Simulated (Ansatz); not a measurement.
Input and command of a calculation in Ansatz (plane waves; scalar-relativistic PAW potentials unless the input names others):

```yaml
crystal:
  lattice:
    - [3.532941817, 0.0, 0.0]
    - [0.0, 3.532941817, 0.0]
    - [0.0, 0.0, 3.532941817]
  atoms:
    - { symbol: Be, position: [0.0, 0.0, 0.0] }
    - { symbol: I, position: [0.5, 0.5, 0.5] }
basis:
  ecutwfc: "450 eV"
kpoints:
  mp_grid: { grid: [16, 16, 16] }
hamiltonian:
  xc: pbe
scf:
  occupations: { method: gaussian, width: 0.1 }
  eigensolver: { kind: davidson }
output:
  forces: true
  eigenvalues: true
  stress: true
```

```bash
ansatz run input.yaml --threads 1 --pin off --max-ram 2560MiB --backend cpu --events-out ev --progress --plain --runs-dir out
```

Abridged log:
```
Basis set: ecut = 450 eV, 949 PW (Γ), exchange–correlation on 50×50×50 points (8 copies of the dense FFT grid, shifted against one another)
Bands: 14, of which v1, the nominal top of the filled ones, is band 10 counted from 1 (9 counted from 0)
Symmetry: 48 space group operations
k-points: 165 of 4096
SCF iter   1: F=—  HF=-7603.729626 eV  |F-HF|=—  |Δ(HF+E_count)|=         —  Δρ=3.39e-3  dr2=1.22e-2  ethr=1.77e-3  ⟨swp⟩=10.3  Hψ=11537  notcnv=0
SCF iter   2: F=—  HF=-7603.727011 eV  |F-HF|=—  |Δ(HF+E_count)|=   2.61e-3  Δρ=2.00e-3  dr2=4.15e-3  ethr=6.40e-5  ⟨swp⟩=2.6  Hψ=4422  notcnv=0  defer=24
SCF iter   3: F=—  HF=-7603.725886 eV  |F-HF|=—  |Δ(HF+E_count)|=   1.13e-3  Δρ=4.01e-4  dr2=3.07e-5  ethr=1.78e-7  ⟨swp⟩=4.0  Hψ=10225  notcnv=0
SCF iter   4: F=—  HF=-7603.725832 eV  |F-HF|=—  |Δ(HF+E_count)|=   5.37e-5  Δρ=8.57e-5  dr2=2.51e-6  ethr=1.62e-7  ⟨swp⟩=3.0  Hψ=5415  notcnv=0
SCF iter   5: F=-7603.725833 eV  HF=-7603.725833 eV  |F-HF|=1.67e-8  |Δ(HF+E_count)|=   3.90e-7  Δρ=1.36e-5  dr2=5.43e-8  ethr=1.32e-8  ⟨swp⟩=3.0  Hψ=4254  notcnv=0
SCF iter   6: F=-7603.725833 eV  HF=-7603.725833 eV  |F-HF|=1.26e-10  |Δ(HF+E_count)|=   1.99e-9  Δρ=8.89e-7  dr2=4.00e-10  ethr=2.86e-10  ⟨swp⟩=3.0  Hψ=4301  notcnv=0
SCF 1 converged in 6 iterations: F = -7603.725833 eV  dr2 = 4.00e-10
  Residual-converged pass: ⟨swp⟩=3.0  Hψ=4591  notcnv=0  max |occ|·‖R‖ = 6.6e-6 eV (tolerance 6.7e-6 eV) dr2=3.92e-10  dr2_onsite=4.23e-10  max |Δocc| = 1.5e-8
SCF converged after 6 iterations
Free energy (F): -7603.725833 eV
Harris-Foulkes:  -7603.725833 eV  (|F-HF|=1.26e-10)
Internal energy: -7603.723152 eV  (E = F + TS)
E sigma→0 (E₀):  -7603.724492 eV
Entropy (-TS):   -0.002680 eV (-1.340 meV/atom)
Fermi energy:    9.018074 eV
--- Forces (eV/Å), atoms counted from 1 ---
  atom   1  Be     0.00000000     0.00000000     0.00000000
  atom   2  I      0.00000000     0.00000000     0.00000000
--- Stress (GPa, compression-positive) ---
       -0.019959       0.000000       0.000000
        0.000000      -0.019959       0.000000
        0.000000       0.000000      -0.019959
  P = ⅓ Tr σ = -0.0200 GPa (-0.200 kbar)
```

Apart from outputs, empty bands and the relaxation, which only the reference makes, the input differs from a reference run on usual settings in scf.eigensolver.kind: not typed → "davidson"; basis.ecutwfc: 420 → "450 eV". The reference, at the same geometry, ended its own course with pressure -0.02 GPa, largest force 0.000 eV/Å, no gap on the mesh. This run converged in 6 SCF iterations with an energy at zero smearing 0.29 meV/atom below the reference's, pressure -0.02 GPa, largest force 0.000 eV/Å, no gap on the mesh.

It took 8.3 s on 1 thread of Intel(R) Xeon(R) Platinum 8375C CPU @ 2.90GHz (Ice Lake), with other jobs on the host, peak memory 0.4 GiB.